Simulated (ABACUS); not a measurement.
Band structure of Ge (P6_3/mmc, 4 atoms in the cell; from Materials Project mp-1007760).

```
CELL_PARAMETERS angstrom
      3.99759     0.00000     0.00000
     -1.99880     3.46201     0.00000
      0.00000     0.00000     6.59938
ATOMIC_POSITIONS crystal
  Ge 0.66667 0.33333 0.06290
  Ge 0.33333 0.66667 0.93710
  Ge 0.33333 0.66667 0.56290
  Ge 0.66667 0.33333 0.43710
```

Computed with LDA (PW92), numerical atomic orbitals TZDP (confined pseudo-atomic orbitals; energy shift 0.01 Ry), PseudoDojo 0.4 standard norm-conserving LDA (tails mended) pseudopotentials (ABACUS).

Settings: basis = TZDP numerical atomic orbitals, energy shift 0.01 Ry; KPT = Gamma 13 13 7 0.5 0.5 0.5; basis_type = lcao; dft_functional = PWLDA; ecutwfc = 100 Ry; smearing_method = gaussian; smearing_sigma = 0.00734986 Ry; potentials = PseudoDojo 0.4 standard norm-conserving LDA (tails mended); symmetry = 1; symmetry_prec = 1e-05; nbands = 34; ks_solver = genelpa; scf_nmax = 100; scf_thr = 1.0e-07.

The atom-centred basis is finite, which shifts total energies against plane waves. Forces and stress are left out: the polarisation orbitals used for some of these elements are too diffuse to give them reliably, and gaps can carry the same lack. The structure comes from a collection of computed structures, made at another level of theory; the collection holds predicted forms beside known ones.

Points are given in units of this cell's reciprocal vectors. Levels in eV from the Fermi level, bands 25 to 30:
```csv
point,25,26,27,28,29,30
Γ (0 0 0),-1.60,-0.41,-0.26,-0.22,0.06,0.06
M (0.5 0 0),-4.77,-3.25,-2.95,-1.58,0.50,1.51
K (0.333 0.333 0),-5.18,-3.63,-3.63,-3.35,1.56,4.40
A (0 0 0.5),-0.96,-0.96,-0.96,-0.96,0.52,0.52
L (0.5 0 0.5),-2.72,-2.72,-2.57,-2.57,0.41,0.41
H (0.333 0.333 0.5),-4.46,-4.46,-2.19,-2.19,1.23,1.23
```

The Fermi level comes from the SCF mesh, which can miss band crossings, so its place against them is uncertain.

Higher empty bands are left out: an atom-centred basis made for the valence describes them poorly.

The atomic orbitals were generated for these runs; they are not ABACUS's published sets and were checked against plane waves on a few crystals only.

“Tails mended”: in these copies of the files the far tail of each local potential was reset to the Coulomb form.
